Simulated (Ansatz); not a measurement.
ZnSe in space group Pnma (No. 62; Zn on 4c, Se on 4c), plane-wave PAW r²SCAN+D4 (Ansatz code). The conduction-band minimum lies at Γ, with 1 equivalent valley. Second derivatives d²E/dk² of the lowest band at one valley (eV·Å²), along Cartesian directions:

| direction | d²E/dk² |
|---|---|
| [100] | 42.60 |
| [010] | 52.05 |
| [001] | 39.35 |
| [110] | 47.34 |
| [101] | 40.85 |
| [011] | 45.65 |

Problem. Find the principal effective masses, the density-of-states mass and the conductivity mass.

Solution. Off-diagonal terms follow from H_xy = H[110] − (H_xx + H_yy)/2, and m*/mₑ = 7.620 eV·Å² over each eigenvalue: 0.15, 0.18, 0.19. One valley's DOS mass (m₁m₂m₃)^(1/3) = 0.17, conductivity mass 3/(Σ 1/mᵢ) = 0.17 mₑ.

Problem. What effective density of states Nc follows at 300 K for parabolic valleys?

Solution. Nc = 2.509e19 × 1 × (0.17)^(3/2) ≈ 1.8e18 cm⁻³.

The start of the workflow was typed in or built on a structure type; neither database checked (COD, Materials Project) lists it. It is not the phase usual at ambient conditions (space group No. 216). The r²SCAN+D4 relaxation kept the symmetry of its start; its stability against distortions is not shown here. Spin–orbit coupling is left out wherever it is not named.

Potentials: the earlier of the program's two PAW sets.

Edges and masses are those of Kohn–Sham bands, whose gap is no quasiparticle gap.
